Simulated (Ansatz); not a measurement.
Ti$_{3}$In:
```cif
data_In2Ti6
_chemical_formula_sum 'Ti6 In2'
_space_group_name_H-M_alt 'P63/mmc'
_space_group_IT_number 194
_space_group_name_Hall '-P 6c 2c'
_cell_length_a 5.90098
_cell_length_b 5.90098
_cell_length_c 4.77106
_cell_angle_alpha 90.000
_cell_angle_beta 90.000
_cell_angle_gamma 120.000
loop_
_atom_site_label
_atom_site_type_symbol
_atom_site_symmetry_multiplicity
_atom_site_Wyckoff_symbol
_atom_site_fract_x
_atom_site_fract_y
_atom_site_fract_z
_atom_site_occupancy
Ti1 Ti 6 h 0.16552 0.33105 0.25000 1
In1 In 2 d 0.66667 0.33333 0.25000 1
```

Relaxed with r²SCAN.

Task: Which orbitals make up the states near the Fermi level in r²SCAN (plane waves, PAW; program Ansatz)?

Result: Within 0.5 eV of the Fermi level: Ti 3d 89 %. Projections are on Löwdin-orthogonalised atomic valence shells; empty p or d shells of many metals are not among them.

Task: Tabulate the density of states.

Result: States/eV per cell of 8 atoms, in 0.25 eV bins, energy from the Fermi level.

```
E (eV)  total  Ti 3d  In 5p  Ti 4s
------  -----  -----  -----  -----
-7.85    0.77   0.02   0.04   0.40
-7.60    1.00   0.03   0.06   0.48
-7.35    1.39   0.05   0.10   0.60
-7.10    1.37   0.08   0.11   0.53
-6.85    1.10   0.08   0.08   0.37
-6.60    1.85   0.19   0.16   0.50
-6.35    2.52   0.35   0.19   0.51
-6.10    3.59   0.67   0.17   0.44
-5.85    1.29   0.39   0.06   0.07
-5.60    0.17   0.07   0.00   0.00
-5.35    0.00   0.00   0.00   0.00
-5.10    0.00   0.00   0.00   0.00
-4.85    0.13   0.01   0.04   0.06
-4.60    0.40   0.03   0.14   0.19
-4.35    0.91   0.11   0.32   0.37
-4.10    3.27   0.54   1.24   1.08
-3.85    2.32   0.47   0.91   0.66
-3.60    2.46   0.64   0.93   0.59
-3.35    4.11   1.29   1.59   0.83
-3.10    2.84   0.97   1.07   0.54
-2.85    2.35   0.84   0.88   0.42
-2.60    2.50   0.99   0.89   0.42
-2.35    4.55   2.10   1.37   0.77
-2.10    5.22   2.60   1.58   0.82
-1.85    6.47   3.91   1.56   0.78
-1.60   12.57   8.90   2.24   1.03
-1.35    8.21   5.54   2.06   0.32
-1.10    5.76   3.77   1.48   0.24
-0.85    4.23   3.30   0.51   0.25
-0.60   11.06   9.65   0.55   0.40
-0.35   16.61  14.72   0.60   0.46
-0.10    8.67   7.90   0.31   0.16
0.15     3.86   3.30   0.36   0.06
0.40    11.31   9.97   0.78   0.14
0.65    16.83  15.37   0.76   0.14
0.90     7.60   6.98   0.31   0.06
1.15     5.36   5.02   0.17   0.07
1.40     6.66   6.21   0.12   0.16
1.65     7.24   6.78   0.07   0.15
1.90    12.25  11.53   0.11   0.20
2.15    15.54  14.69   0.17   0.21
2.40    14.17  12.91   0.17   0.37
```

Space group P6_3/mmc. The workflow started from a Materials Project entry (that database holds measured and hypothetical structures alike); the Crystallography Open Database copy checked does not list it. With Ti and In taken as one species the cell has the higher symmetry P6_3/mmc, so it may be an ordered model of a mixed-site phase. Its standing as an ambient phase is unchecked. Symmetry was held in the r²SCAN relaxation; whether a distortion lowers the energy is not shown. No spin polarisation was allowed. Scalar-relativistic: spin–orbit coupling is off unless named, which matters more the heavier the elements.

Potentials: the earlier of the program's two PAW sets.
